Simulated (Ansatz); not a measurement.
Ansatz (a first-principles code) input:

Ansatz 0.2 input:
```yaml
crystal:
  lattice:
    - [3.8197540535, 0.0, 0.0]
    - [0.0, 3.8197540535, 0.0]
    - [0.0, 0.0, 3.8197540535]
  atoms:
    - { symbol: Ta, position: [0.0, 0.0, 0.0] }
    - { symbol: Rh, position: [0.0, 0.5, 0.5] }
    - { symbol: Rh, position: [0.5, 0.0, 0.5] }
    - { symbol: Rh, position: [0.5, 0.5, 0.0] }
kpoints:
  mp_grid: { grid: [22, 22, 22] }
hamiltonian:
  xc: lda
  pseudopotentials: { kind: paw }
scf:
  occupations: { method: fermi_dirac, width: 0.1 }
elastic: { mode: relaxed_ion, stencil: two_point, amplitude: 0.005, f_tol: 0.0005 }
```

Output (shortened):

```
Pseudopotential: Ta, paw, valence charge 13
Pseudopotential: Rh, paw, valence charge 17
Functional definition: SPW92
Crystal: 4 atoms, lattice volume = 55.732 Å³
Basis set: ecut = 420 eV, 1045 PW (Γ)
Bands: 39, of which v1, the nominal top of the filled ones, is band 32 counted from 1 (31 counted from 0)
Symmetry: 48 space group operations
Space group: Pm-3m (ITA 221), of the structure as read, at distance tolerance 3.8e-5 Å
k-points: 364 of 10648
the search or the solves at the SCF's close seem to have found levels that the self-consistency loop had missed (the run counts 1) …
SCF 1 converged in 10 iterations: F = -28521.118768 eV  dr2 = 2.88e-14
Crystal: 4 atoms, lattice volume = 55.454 Å³
Symmetry: 16 space group operations
k-points: 936 of 10648
SCF 2 converged in 10 iterations: F = -28521.116394 eV  dr2 = 2.66e-14
Crystal: 4 atoms, lattice volume = 56.011 Å³
Basis set: ecut = 420 eV, 1061 PW (Γ)
SCF 3 converged in 8 iterations: F = -28521.116903 eV  dr2 = 2.37e-15
Crystal: 4 atoms, lattice volume = 55.732 Å³
Symmetry: 8 space group operations
k-points: 1596 of 10648
SCF 4 converged in 7 iterations: F = -28521.117816 eV  dr2 = 7.54e-14
Crystal: 4 atoms, lattice volume = 55.732 Å³
SCF 5 converged in 7 iterations: F = -28521.117816 eV  dr2 = 8.88e-15
SCF converged after 10 iterations
Free energy (F): -28521.118768 eV
Harris-Foulkes:  -28521.118768 eV  (|F-HF|=3.64e-12)
Internal energy: -28521.048877 eV  (E = F + TS)
E sigma→0 (E₀):  -28521.083822 eV
Entropy (-TS):   -0.069891 eV (-17.473 meV/atom)
Fermi energy:    22.660925 eV
--- Per-component energies (eV) ---
  E_band       = -305.377606
  E_kinetic    = 2093.832384
  E_local      = -5271.425482  (includes V_loc(G=0)·N_el)
  E_nonlocal   = 1099.574844
  E_hartree    = 1878.391966
  E_xc         = -882.878688
  E_vxc        = -1044.058396  (∫ρ·V_xc dr)
  E_paw        = -18540.296787  (= ΣΔE_a)
  E_vpaw       = -940.087272  (= ΣTr[D̂ρ^β])
  E_aug_tail   = 0.002385  (compensation charges beyond the density's cutoff)
  E_ewald      = -8900.375848
  E_core_change = 2.126349  (= ΣΔE_core)
  E_smearing   = -0.069891  (= −TS)
  E_closure    =  0.000000  (closes the sum)
  Σ components = -28521.118768   (vs F -28521.118768, Δ=0.00e0)
--- Forces (eV/Å), atoms counted from 1 ---
  atom   1  Ta     0.00000000     0.00000000     0.00000000
  atom   2  Rh     0.00000000     0.00000000     0.00000000
  atom   3  Rh     0.00000000     0.00000000     0.00000000
  atom   4  Rh     0.00000000     0.00000000     0.00000000
  max |Σ_I F_I| component: 0.0 eV/Å
--- Stress (GPa, compression-positive) ---
        0.135123       0.000000       0.000000
        0.000000       0.135123       0.000000
        0.000000       0.000000       0.135123
  P = ⅓ Tr σ = 0.1351 GPa (1.351 kbar)
--- Band table (eV; the first three rows and the last of 364) ---
  k-point 0: bands = ["-55.8649", "-55.7555", "-55.7555", "-45.5444", "-24.0290", "-24.0290", "-24.0290", "-23.7656", "-23.7656", "-23.7656", "-23.5201", "-23.5201", "-23.5201", "-12.0299", "-12.0299", "-12.0299", "14.1810", "16.1783", "16.1783", "16.4989", …
  k-point 1: bands = ["-55.8644", "-55.7560", "-55.7555", "-45.5445", "-24.0276", "-24.0276", "-24.0267", "-23.7660", "-23.7660", "-23.7658", "-23.5226", "-23.5212", "-23.5212", "-12.0315", "-12.0303", "-12.0303", "14.2116", "16.1984", "16.2008", "16.5173", …
  k-point 2: bands = ["-55.8629", "-55.7575", "-55.7555", "-45.5445", "-24.0232", "-24.0232", "-24.0199", "-23.7674", "-23.7674", "-23.7663", "-23.5298", "-23.5242", "-23.5242", "-12.0361", "-12.0314", "-12.0314", "14.3030", "16.2574", "16.2677", "16.5720", …
  k-point 363: bands = ["-55.7912", "-55.7912", "-55.7912", "-45.5435", "-24.1097", "-24.0369", "-24.0369", "-24.0369", "-23.5999", "-23.5999", "-23.5999", "-23.4939", "-23.4939", "-12.0522", "-12.0522", "-12.0522", "16.2602", "16.5472", "16.5472", "16.5472", …
--- Elastic constants: 2 strain directions × 2 members + reference (group order 48) ---
  dense FFT box of the reference and of every strained cell: 27×27×27
  strains applied: 11, 23; error gains: componentwise 1.00 (the most a stress slope's error grows in a printed constant), spectral 1.73 (1 for all six strains …
  C = ∂σ_k/∂η_j (tension-positive GPa; Voigt order 11 22 33 23 13 12):
       486.827    223.361    223.361      0.000      0.000      0.000
       223.361    486.827    223.361      0.000      0.000      0.000
       223.361    223.361    486.827      0.000      0.000      0.000
         0.000      0.000      0.000    218.453      0.000      0.000
         0.000      0.000      0.000      0.000    218.453      0.000
         0.000      0.000      0.000      0.000      0.000    218.453
  reference stress σ⁰ (GPa):     -0.135     -0.135     -0.135      0.000      0.000      0.000
  moduli (Voigt/Reuss/Hill, GPa): K = 311.18/311.18/311.18   G = 183.77/172.92/178.34   E = 449.21   ν = 0.259
  mechanically stable: yes (min eigenvalue of sym C = 218.45 GPa)
  strain η (Voigt 11):  stress-route row diagonal C_11 = 486.83 GPa, energy-path curvature d²(F+E_count+ΔE)/dδ²/Ω₀ = 486.82 GPa
         δ    σ_11 (GPa)             F (eV)   n_scf  n_hpsi   n_pw
    -5.000e-3      -2.6055      -28521.1163940      10  665902   1108   relax 0 steps, max|allowed force component| 0.0 eV/Å
     5.000e-3       2.2628      -28521.1169032       8  548450   1120   relax 0 steps, max|allowed force component| 0.0 eV/Å
  strain η (Voigt 23):  stress-route row diagonal C_44 = 218.45 GPa, energy-path curvature d²(F+E_count+ΔE)/dδ²/Ω₀ = 218.53 GPa
         δ    σ_23 (GPa)             F (eV)   n_scf  n_hpsi   n_pw
    -5.000e-3      -1.0923      -28521.1178158       7  1046062   1110   relax 0 steps, max|allowed force component| 0.0 eV/Å
     5.000e-3       1.0923      -28521.1178158       7  830255   1110   relax 0 steps, max|allowed force component| 0.0 eV/Å
```

Cost: very roughly 5 core-minutes on shared cores.

The first step of the workflow began from a Materials Project structure, measured or hypothetical; the Crystallography Open Database files this formula in space group No. 221, but the cells were not matched. Whether it is the stable phase at ambient conditions was not checked. The LDA relaxation kept the symmetry of its start; of distortions, only those at the zone centre were tested. No spin polarisation was allowed. As this level gives no gap, shear constants depend on the k-mesh and smearing (Fermi–Dirac, 0.1 eV here). Spin–orbit coupling is left out wherever it is not named.

Potentials: the later of the program's two PAW sets.

Ansatz is a plane-wave DFT program.
